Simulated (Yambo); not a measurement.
# Convergence of the G0W0 gap of CaTiF6

G0W0@LDA for CaTiF6 (space group R-3m, No. 166, within 0.06 Å of Fm-3m) in Yambo. Reference settings: 2×2×2 Γ-centred k mesh, bands 2 to 209 and a 7 Ry block in the screening, 209 bands in G with the Bruneval-Gonze terminator, plasmon pole fitted at 27.2 eV. The LDA gap Γ → Γ on this mesh is 4.82 eV; G0W0 gaps are taken between the same points.

```tsv
change from the reference	G0W0 gap Γ → Γ (eV)	shift of the valence edge (eV)	rough Yambo cost
reference settings	9.66	-2.11	1
85 bands in W, 85 bands in G	9.66	-2.00	about 1/2
137 bands in W, 137 bands in G	9.67	-2.06	within a factor of two
85 bands in G	9.64	-2.10	–
137 bands in G	9.65	-2.11	–
102 bands in W	9.66	-2.03	about 1/3
2 Ry block	10.87	-2.80	within a factor of two
3 Ry block	10.79	-2.73	within a factor of two
6 Ry block	9.70	-2.11	within a factor of two
pole fitted at 10 eV	9.46	-1.96	–
no random integration	9.48	-1.79	–
85 bands in G, no terminator	9.91	-1.61	–
137 bands in G, no terminator	9.87	-1.79	–
no terminator	9.83	-1.92	–
```

The reference isn't shown to be the converged limit. Costs are rough (shared machines), scaled to the same edge states, and given only for runs that recompute the screening.

Geometry of the Materials Project entry, not relaxed at this level; primitive cell a = b = c = 5.845 Å, α = β = γ = 59.76°.

A shift is the quasiparticle energy of the state minus its LDA energy.
